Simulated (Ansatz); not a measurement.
## TiB$_{2}$: from a starting cell to a relaxed one

The start is a generated trial cell of TiB2 in the CrSi2 structure type. A full variable-cell relaxation at zero pressure is run with PBEsol (plane waves to 420 eV, PAW, scalar-relativistic; Ansatz, a program for electronic structure). The first steps use a coarse 7×7×4 k-mesh.

The start:
```
CELL_PARAMETERS angstrom
      4.07580     0.00000     0.00000
     -2.03790     3.52975     0.00000
      0.00000     0.00000     5.86210
ATOMIC_POSITIONS crystal
  Ti 0.50000 0.00000 0.00000
  Ti 0.50000 0.50000 0.33333
  Ti 0.00000 0.50000 0.66667
  B  0.16559 0.33118 0.00000
  B  0.83441 0.16559 0.33333
  B  0.66882 0.83441 0.66667
  B  0.83441 0.66882 0.00000
  B  0.16559 0.83441 0.33333
  B  0.33118 0.16559 0.66667
```

Problem. What pressure does the first self-consistent step give?

Solution. +4 GPa (positive: the cell is compressed).

Problem. How much energy is released per atom?

Solution. 0.12 eV/atom.

Problem. How does the volume per atom move from start to end?

Solution. +5.8 %, from 9.37 to 9.91 Å³/atom.

Problem. How do the shortest distances between atoms change?

Solution. The closest pairs of elements (up to four, under 3.6 Å), start → end: B–Ti 2.28 → 2.14 Å; B–B 2.28 → 2.19 Å; Ti–Ti 2.82 → 2.87 Å.

Problem. What band gap does the relaxed structure have at this level?

Solution. No gap (metallic).

Problem. Give the final cell and atomic positions.

Solution. 
```cif
data_B6Ti3
_chemical_formula_sum 'Ti3 B6'
_space_group_name_H-M_alt 'P6222'
_space_group_IT_number 180
_space_group_name_Hall 'P 62 2 (0 0 4)'
_cell_length_a 4.17592
_cell_length_b 4.17592
_cell_length_c 5.90574
_cell_angle_alpha 90.000
_cell_angle_beta 90.000
_cell_angle_gamma 120.000
loop_
_atom_site_label
_atom_site_type_symbol
_atom_site_symmetry_multiplicity
_atom_site_Wyckoff_symbol
_atom_site_fract_x
_atom_site_fract_y
_atom_site_fract_z
_atom_site_occupancy
Ti1 Ti 3 d 0.50000 0.00000 0.50000 1
B1 B 6 j 0.40901 0.20451 0.16667 1
```

The space group stays P6₂22 (No. 180) (the run could not lower it); the end is AFLOW prototype AB2_hP9_180_d_j (C40, as in CrSi2), with 9 atoms in the primitive cell. Final values are on a 13×13×8 k-mesh of the relaxed cell. No spin polarisation in the result.

The run could not lose the symmetry of its start, so the end can be a saddle point.

The relaxed structure here is a generated cell of TiB2: the first start was made by placing the elements on the sites of a structure type, and the end was not matched to a known phase here, so it may be hypothetical. Known forms of TiB2 include space group No. 191.
